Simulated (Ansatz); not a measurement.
The cell below belongs to a search over invented structures; it isn't taken from experiment.

Input and command of a plane-wave DFT calculation in Ansatz:

```yaml
crystal:
  lattice:
    - [5.8113903041, 0.0, 0.0]
    - [0.0, 5.8113903041, 0.0]
    - [0.0, 0.0, 5.8113903041]
  atoms:
    - { symbol: Ru, position: [0.5, 0.5, 0.5] }
    - { symbol: Rh, position: [0.0, 0.0, 0.0] }
    - { symbol: C, position: [0.1920079437, 0.1920079437, 0.1920079437] }
    - { symbol: C, position: [0.1920079437, 0.8079920563, 0.8079920563] }
    - { symbol: C, position: [0.8079920563, 0.1920079437, 0.8079920563] }
    - { symbol: C, position: [0.8079920563, 0.8079920563, 0.1920079437] }
    - { symbol: "N", position: [0.3111855161, 0.3111855161, 0.3111855161] }
    - { symbol: "N", position: [0.3111855161, 0.6888144839, 0.6888144839] }
    - { symbol: "N", position: [0.6888144839, 0.3111855161, 0.6888144839] }
    - { symbol: "N", position: [0.6888144839, 0.6888144839, 0.3111855161] }
basis:
  ecutwfc: 420
kpoints:
  mp_grid: { grid: [8, 8, 8] }
hamiltonian:
  xc: pbe
scf:
  occupations: { method: gaussian, width: 0.1 }
output:
  forces: true
  stress: true
  eigenvalues: true
  write_density: true
  write_potential: true
  elf: true
  volumetric_format: npy
relax:
  adjacent_minimum: "off"
  f_tol: 0.01
  max_steps: 80
  cell: { stress_tol: 0.05 }
```

```bash
ansatz run input.yaml --threads 1 --pin off --max-ram 2560MiB --backend cpu --events-out ev --progress --plain --runs-dir out
```

Processor: Intel(R) Xeon(R) Platinum 8488C (Sapphire Rapids), 1 thread, on a host shared with other jobs.

Estimate time, memory and problem size.

About 100 s, peak memory 0.59 GiB. It solves 45 bands at 35 k points (after reduction by symmetry) with about 3887 plane waves (on the last cell), in 24 SCF iterations over 4 ionic steps.
